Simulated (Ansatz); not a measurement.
The following input was run with Ansatz 0.2.0.

```yaml
crystal:
  lattice:
    - [4.6, 0.0, 0.0]
    - [-2.3, 3.9837168574, 0.0]
    - [0.0, 0.0, 2.82]
  atoms:
    - { symbol: Ti, position: [0.0, 0.0, 0.0] }
    - { symbol: Ti, position: [0.3333333333, 0.6666666667, 0.5] }
    - { symbol: Ti, position: [0.6666666667, 0.3333333333, 0.5] }
basis:
  ecutwfc: 500
kpoints:
  mp_grid: { grid: [6, 6, 6] }
hamiltonian:
  xc: r2scan
scf:
  occupations: { method: gaussian, width: 0.1 }
output:
  forces: true
  stress: true
  eigenvalues: true
```

Command:
```bash
ansatz run input.yaml --threads 1 --pin off --max-ram 2560MiB --backend cpu --events-out ev --progress --plain --runs-dir out
```

Level of theory: DFT r2SCAN, scalar-relativistic, plane waves, PAW in Ansatz 0.2.0.

Part of what the program printed, abridged:

```
Pseudopotentials: kind: paw
Pseudopotential: Ti, paw, valence charge 12, recommended cutoff 500 eV (meta_gga)
Functional definition: r2SCAN
Crystal: 3 atoms, lattice volume = 51.677 Å³
Basis set: ecut = 500 eV, 1301 PW (Γ), exchange–correlation on 144×144×96 points (64 copies of the dense FFT grid, shifted against one another)
Bands: 22, of which v1, the nominal top of the filled ones, is band 18 counted from 1 (17 counted from 0)
Symmetry: 24 space group operations
Space group: P6/mmm (ITA 191), of the structure as read, at distance tolerance 3.7e-5 Å
k-points: 28 of 216
Initial density: superposition of atomic densities (neutral atoms: chi_scale 0, normalization atom), corrected by the library's trained network
Initial wavefunctions: pseudopotential atomic-orbital guess
Functional: x = r2scan, c = r2scan; τ floored in thin density (d = 2e-4 eV/Å³)
SCF iter   1: F=—  HF=-7513.119543 eV  |F-HF|=—  |Δ(HF+E_count)|=         —  Δρ=1.97e-2  dr2=2.01e-1  dr2_τ=2.64e-2  ethr=1.77e-3  ⟨swp⟩=4.1  Hψ=2146  notcnv=0
SCF iter   2: F=—  HF=-7513.175077 eV  |F-HF|=—  |Δ(HF+E_count)|=   5.55e-2  Δρ=1.05e-2  dr2=9.68e-2  dr2_τ=5.10e-3  ethr=5.57e-4  ⟨swp⟩=2.2  Hψ=1346  notcnv=0
SCF iter   3: F=—  HF=-7513.292781 eV  |F-HF|=—  |Δ(HF+E_count)|=   1.18e-1  Δρ=3.75e-2  dr2=1.58e0  dr2_τ=4.17e-2  ethr=2.69e-4  ⟨swp⟩=3.4  Hψ=1279  notcnv=0  recentre
SCF iter   4: F=—  HF=-7513.167787 eV  |F-HF|=—  |Δ(HF+E_count)|=   1.25e-1  Δρ=2.73e-3  dr2=2.16e-3  dr2_τ=3.08e-4  ethr=2.69e-4  ⟨swp⟩=2.2  Hψ=958  notcnv=0
SCF iter   5: F=—  HF=-7513.170104 eV  |F-HF|=—  |Δ(HF+E_count)|=   2.32e-3  Δρ=2.68e-3  dr2=8.10e-3  dr2_τ=2.07e-4  ethr=5.99e-6  ⟨swp⟩=2.0  Hψ=1236  notcnv=0
SCF iter   6: F=—  HF=-7513.169615 eV  |F-HF|=—  |Δ(HF+E_count)|=   4.89e-4  Δρ=3.21e-4  dr2=6.95e-5  dr2_τ=2.88e-6  ethr=5.99e-6  ⟨swp⟩=2.0  Hψ=756  notcnv=0
SCF iter   7: F=—  HF=-7513.169638 eV  |F-HF|=—  |Δ(HF+E_count)|=   2.28e-5  Δρ=1.34e-4  dr2=1.43e-5  dr2_τ=3.64e-7  ethr=1.93e-7  ⟨swp⟩=2.2  Hψ=852  notcnv=0
SCF iter   8: F=—  HF=-7513.169637 eV  |F-HF|=—  |Δ(HF+E_count)|=   5.23e-7  Δρ=4.34e-5  dr2=2.05e-6  dr2_τ=4.86e-8  ethr=3.97e-8  ⟨swp⟩=1.9  Hψ=680  notcnv=0
SCF iter   9: F=-7513.169637 eV  HF=-7513.169637 eV  |F-HF|=5.70e-9  |Δ(HF+E_count)|=   1.39e-7  Δρ=2.94e-6  dr2=6.50e-9  dr2_τ=2.35e-10  ethr=2.78e-10  ⟨swp⟩=3.0  Hψ=2049  notcnv=0
SCF 1 converged in 9 iterations: F = -7513.169637 eV  dr2 = 6.50e-9
SCF converged after 9 iterations
Free energy (F): -7513.169637 eV
Harris-Foulkes:  -7513.169637 eV  (|F-HF|=5.70e-9)
Internal energy: -7513.157862 eV  (E = F + TS)
E sigma→0 (E₀):  -7513.163749 eV
Entropy (-TS):   -0.011776 eV (-3.925 meV/atom)
Fermi energy:    13.412584 eV
--- Per-component energies (eV) ---
  E_band       = -509.456871
  E_kinetic    = 817.279988
  E_local      = -2423.032801  (includes V_loc(G=0)·N_el)
  E_nonlocal   = 21.985723
  E_hartree    = 992.780937
  E_xc         = -278.631271
  E_vxc        = -398.187934  (∫ρ·V_xc dr)
  E_paw        = -3170.220703  (= ΣΔE_a)
  E_vpaw       = -540.411637  (= ΣTr[D̂ρ^β])
  E_aug_tail   = 0.000285  (compensation charges beyond the density's cutoff)
  E_vtau       = 27.345775  (kinetic-family band-sum trace: ∫τ·v_τ [+ j·A + Jᵃ·Aᵃ] dr)
  E_ewald      = -3472.559648
  E_core_change = -0.760371  (= ΣΔE_core)
  E_smearing   = -0.011776  (= −TS)
--- Forces (eV/Å), atoms counted from 1 ---
  atom   1  Ti     0.00000000     0.00000000     0.00000000
  atom   2  Ti     0.00000000     0.00000000     0.00000000
  atom   3  Ti     0.00000000     0.00000000     0.00000000
--- Stress (GPa, compression-positive) ---
       -1.917795       0.000000       0.000000
        0.000000      -1.917795       0.000000
        0.000000       0.000000      -0.326033
  P = ⅓ Tr σ = -1.3872 GPa (-13.872 kbar)
--- Band table (eV; the first three rows and the last of 28) ---
  k-point 0: bands = ["-45.8797", "-45.6340", "-45.4784", "-21.1279", "-21.1279", "-21.0465", "-21.0465", "-20.7536", "-20.5563", "-20.4772", "-20.4669", "-20.4669", "6.8962", "11.4326", "12.6201", "12.6201", "12.6413", "12.6413", "13.3919", "14.1763", "14.8298", "14.8298"]
  k-point 1: bands = ["-45.8616", "-45.6225", "-45.4644", "-21.1010", "-21.1010", "-21.0298", "-21.0298", "-20.8651", "-20.6911", "-20.5897", "-20.4691", "-20.4691", "7.5431", "11.8760", "12.2675", "12.2675", "12.3697", "12.3697", "14.2262", "14.7244", "14.7244", "14.7313"]
  k-point 2: bands = ["-45.8249", "-45.5998", "-45.4362", "-21.0796", "-21.0446", "-21.0446", "-20.9962", "-20.9962", "-20.9584", "-20.8105", "-20.4758", "-20.4758", "9.2315", "11.5754", "11.5754", "11.8966", "11.8966", "12.3461", "14.7493", "14.7493", "14.7738", "14.7738"]
  k-point 27: bands = ["-45.8060", "-45.5057", "-45.5057", "-21.3103", "-21.1401", "-21.1401", "-20.9186", "-20.8817", "-20.8817", "-20.7321", "-20.7321", "-20.4057", "10.6540", "11.8826", "11.8826", "12.1718", "12.1718", "12.4071", "14.1490", "14.1490", "14.3130", "14.3130"]
```

The run converged.

Time: 7 s on 1 thread of Intel(R) Xeon(R) Platinum 8259CL CPU @ 2.50GHz (Skylake/Cascade Lake), on a shared host, peak memory 0.52 GiB.

The k mesh is coarse.